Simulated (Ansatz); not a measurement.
PbO (started from an entry of an open crystallographic database) (r2SCAN+rVV10 geometry), in Ansatz:

```
Pb O
1.0
     3.98040    0.00000    0.00000
     0.00000    3.98040    0.00000
     0.00000    0.00000    5.00091
Pb O
2 2
Direct
  0.00000 0.50000 0.23663
  0.50000 0.00000 0.76337
  0.00000 0.00000 0.00000
  0.50000 0.50000 0.00000
```

G0W0@PBE with 434 empty bands, a screening cutoff of 180 eV and a 4×4×4 mesh (PAW, contour deformation) gives 1.764 eV over the mesh points, from a PBE gap of 1.222 eV; it sums over 454 bands with 439 plane waves in the screening and a wave cutoff of 420 eV. G0W0 values are finite-basis, finite-mesh values. (Simulation; spin polarisation is off.)

Q: Estimate the gap with starting point r2SCAN, with them a wave cutoff of 500 eV.

A: 1.952 eV (+0.188 eV), from a Kohn-Sham gap of 1.533 eV.

Q: Another run gave a Kohn-Sham gap of 1.222 eV and a G0W0 gap of 1.630 eV, summing over 454 bands with 439 plane waves in the screening and a wave cutoff of 420 eV. What was changed?

A: Frequency model Godby-Needs pole. Only the quasiparticle gap differs.

Q: Estimate the gap with starting point PBE0.

A: 2.310 eV (+0.546 eV), from a Kohn-Sham gap of 2.541 eV.

Q: Another run gave a Kohn-Sham gap of 1.222 eV and a G0W0 gap of 1.539 eV, summing over 199 bands with 165 plane waves in the screening and a wave cutoff of 420 eV. What was changed?

A: Empty bands 179, screening cutoff 100 eV. The counts of bands and plane waves show that both rose or fell; the cutoff follows only within a few eV.

Spin-orbit coupling is left out; in compounds of Pb, Bi, Tl or Hg it can lower a gap by up to about 1 eV, split its edges or invert the bands.

The program warns that the k mesh is coarse for exact exchange in some of these runs, so their gaps aren't converged.
